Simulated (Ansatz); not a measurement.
## Pressure against volume in ZnIn₂Cl₄

It was reached by relaxing an invented guess, and it needn't be the stable form of this composition.

Method: DFT PBE, scalar-relativistic, plane waves, PAW (Ansatz). Settings of the last relaxation (7-atom cell): 420 eV, 6×6×4 k points, Gaussian smearing of 0.02 eV, no spin polarisation.

```
Zn In Cl
1.0
     6.29047    0.00000    0.00000
    -2.77401    5.68256    0.00000
    -1.93252   -2.70052    6.49965
Zn In Cl
1 2 4
Direct
  0.99277 0.04405 0.00105
  0.10549 0.44566 0.64522
  0.45742 0.77724 0.35528
  0.03256 0.89500 0.70651
  0.95897 0.39389 0.99019
  0.61203 0.75150 0.00491
  0.34076 0.19267 0.29684
```

The cell was set to several volumes, with shape and atoms relaxed at each where symmetry leaves them free. Pressure is positive in compression, and energies count from the lowest row.

```
row  V (Å³/atom)  P (GPa)  ΔE (meV/atom)  gap on mesh (eV)
  1       29.208     0.80            7.5              1.61
  2       30.204        ?              ?                 ?
  3       31.199     0.26            1.4              1.95
  4       32.195     0.11            0.3              2.15
  5       33.191     0.01            0.0              2.33
  6       34.187    -0.06            0.1              2.50
  7       35.182    -0.11            0.6              2.68
  8       36.510    -0.13            1.5              2.87
```

Question: Find B = −V·ΔP/ΔV from rows 4 and 6 and from rows 1 and 3, and from the two its slope B′ and its value B0 at zero pressure.

Answer: Rows 4 and 6 give −(32.195 + 34.187)/2 × (-0.06 − (0.11))/(34.187 − 32.195) = 2.8 GPa at a mean pressure of 0.03 GPa. Rows 1 and 3 give −(29.208 + 31.199)/2 × (0.26 − (0.80))/(31.199 − 29.208) = 8.2 GPa at a mean pressure of 0.53 GPa. So B′ = (8.2 − 2.8)/(0.53 − (0.03)) = 10.80 and B0 = 2.8 − 10.80 × (0.03) = 2.5 GPa. A third-order Birch–Murnaghan fit to all the energies gives B0 = 2.7 GPa and B′ = 14.8.

Question: Estimate the pressure and energy of row 2.

Answer: From row 5, V0 = 33.191 × (1 + (0.01)/2.5) = 33.324 Å³/atom. Murnaghan's form P = (B0/B′)·[(V0/V)^B′ − 1] gives (2.5/10.80) × [(33.324/30.204)^10.80 − 1] = 0.44 GPa; the computed pressure is 0.47 GPa, so the estimate is off by -0.03 GPa. The work of compression from row 3, with the mean of the two pressures, gives ΔE = 1.4 + (0.44 + 0.26)/2 × (31.199 − 30.204)/160.2 × 1000 = 3.6 meV/atom (1 eV/Å³ = 160.2 GPa); the computed value is 3.5 meV/atom.

Question: Fit the gap against pressure through the other rows and estimate it at the computed pressure of row 2.

Answer: Over the 7 rows the mean pressure is 0.1257 GPa and the mean gap is 2.299 eV. The sums of products of deviations are S_xx = 0.6418 and S_xy = -0.7858, so the slope is -0.7858/0.6418 = -1.224 (r = -0.92, rms misfit 0.16 eV). At 0.47 GPa the line gives 2.299 + (-1.224) × (0.47 − 0.1257) = 1.88 eV. The computed value is 1.80 eV, so the line is off by +0.08 eV, no more than the largest miss among the fitted rows (0.26 eV). The rows follow a line poorly: the gap bends, or the lowest transition changes along the series.

Kohn–Sham gaps at this level usually fall short of measured ones. All volumes keep the k mesh of the relaxed cell. This cell was reached by moving the atoms of another relaxed cell at random and relaxing again, last within the group found; it had no such test of its own.
